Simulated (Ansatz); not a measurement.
# Which functional gives which lattice for MgB2?

Starting cell:

```
Mg B
1.0
     3.08979    0.00000    0.00000
    -1.54489    2.67583    0.00000
     0.00000    0.00000    3.51209
Mg B
1 2
Direct
  0.00000 0.00000 0.00000
  0.33333 0.66667 0.50000
  0.66667 0.33333 0.50000
```

Ansatz, plane waves and PAW, scalar-relativistic (no spin–orbit coupling), 8×8×6 k-mesh. No spin polarisation. In the setting of the table the starting cell (space group P6/mmm) has 3.090 × 3.090 × 3.512 Å, angles 90.0 / 90.0 / 120.0°. Each functional was followed to zero pressure with shape and atoms relaxed, then fitted over four more volumes within ±4 % of it.

What cell, stiffness and gap does each give?


```
    functional  V0 (Å³/atom)                                                  cell  B0 (GPa)  B′ from the pressures               gap on the mesh  cutoff (eV)
        revPBE          9.79  3.099 × 3.099 × 3.527 Å, angles 90.0 / 90.0 / 120.0°       138                    4.1  zero (metallic on this mesh)          420
  PBE + D3(BJ)          9.28  3.055 × 3.055 × 3.446 Å, angles 90.0 / 90.0 / 120.0°       152                    3.7  zero (metallic on this mesh)          420
        r2SCAN          9.53  3.079 × 3.079 × 3.484 Å, angles 90.0 / 90.0 / 120.0°       148                    4.2  zero (metallic on this mesh)          500
     RPBE + D4          9.23  3.055 × 3.055 × 3.424 Å, angles 90.0 / 90.0 / 120.0°       151                    3.7  zero (metallic on this mesh)          420
r2SCAN + rVV10          9.50  3.078 × 3.078 × 3.477 Å, angles 90.0 / 90.0 / 120.0°       150                    4.1  zero (metallic on this mesh)          500
```

The volumes span 6.0 %, from RPBE + D4 to revPBE. The stiffness doesn't follow the volume steadily: stiffest PBE + D3(BJ) (152 GPa at 9.28 Å³/atom), softest revPBE (138 GPa at 9.79 Å³/atom), yet PBE + D3(BJ) is stiffer than RPBE + D4 in a larger cell (152 against 151 GPa). Pairwise dispersion terms leave out the screening by a metal's electrons, and so tend to pull metals in too far. Adding rVV10 to r2SCAN pulls the cell in by 0.3 %.

Points behind the fit for r2SCAN + rVV10:

```csv
V (Å³/atom),E − Emin (meV/atom),P (GPa)
9.128,7.20,6.46
9.318,1.63,2.99
9.508,0.00,-0.15
9.698,1.92,-3.00
9.888,7.02,-5.54
```
